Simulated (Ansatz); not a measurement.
CdTe:
```
CELL_PARAMETERS angstrom
      3.70283     0.00000     0.00000
      0.00000     3.70283     0.00000
      0.00000     0.00000     3.70283
ATOMIC_POSITIONS crystal
  Cd 0.00000 0.00000 0.00000
  Te 0.50000 0.50000 0.50000
```

Relaxed with PBEsol. Special points in fractions of this cell's reciprocal vectors: Γ (0.000, 0.000, 0.000); X (0.000, 0.500, 0.000); M (0.500, 0.500, 0.000); R (0.500, 0.500, 0.500).

Task: List the band energies nearest the Fermi level at these points for DFT-PBEsol in the program Ansatz with PAW potentials.

Result: In eV from the Fermi level; about four levels below and three above (degenerate sets whole), none deeper than 8.9 eV; … stands for higher levels left out; points with the same levels are listed once.

| k | below | above |
|---|---|---|
| Γ | -1.09 -1.09 -1.09 -1.03 | 4.84 4.84 … |
| X | -8.49 -8.49 -8.30 -6.25 | 0.44 0.44 2.89 |
| M | -7.83 -4.62 -4.62 -2.17 | 0.72 6.59 6.59 |
| R | -8.16 -8.16 -2.37 -2.37 -2.37 | 0.42 0.68 0.68 0.68 |

Space group Pm-3m (CsCl type). The start of the workflow was typed in or built on a structure type; neither database checked (COD, Materials Project) lists it. It is not the phase usual at ambient conditions (space group No. 216). The PBEsol relaxation kept the symmetry of its start. At this level the phase is mechanically unstable. Scalar-relativistic: spin–orbit coupling is off unless named, which matters more the heavier the elements.

Potentials: the earlier of the program's two PAW sets. The files were generated under PBE; for other functionals the program regenerates the frozen cores, and for LDA and PBEsol the local potential too.
